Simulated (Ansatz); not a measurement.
Space group R-3c:H (No. 167). a = 5.599 Å, b = 5.599 Å, c = 15.581 Å, α = 90.00°, β = 90.00°, γ = 120.00°
```json
{"atom": "Zr", "site": "18e", "symmetry": ".2", "x": "0.6750", "y": "0.0000", "z": "0.2500"}
{"atom": "N", "site": "12c", "symmetry": "3.", "x": "0.6667", "y": "0.3333", "z": "0.1720"}
```

Equation of state of this Zr$_{3}$N$_{2}$ structure (not necessarily the ground state), with shape and atoms relaxed at each volume where symmetry leaves them free. It has no gap at any of these volumes. The calculation used DFT PBEsol, scalar-relativistic, plane waves, PAW in Ansatz 0.2.0.

Plane waves to 420 eV, a k mesh through Γ of 12×12×12 on the computed 10-atom cell and Gaussian smearing (0.10 eV); no spin polarisation.

```tsv
V (Å³/atom)	E − E(largest V) (meV/atom)	P (GPa)
12.408	86.90	34.94
12.831	9.28	24.13
13.254	-41.85	14.84
13.677	-70.21	6.85
14.100	-79.01	0.00
14.523	-71.03	-5.88
14.946	-48.66	-10.92
15.510	0.00	-16.52
```

**Question.** Fit a third-order Birch–Murnaghan equation to E(V).

**Answer.** V0 = 14.10 Å³/atom, B0 = 211 GPa, B0' = 4.1.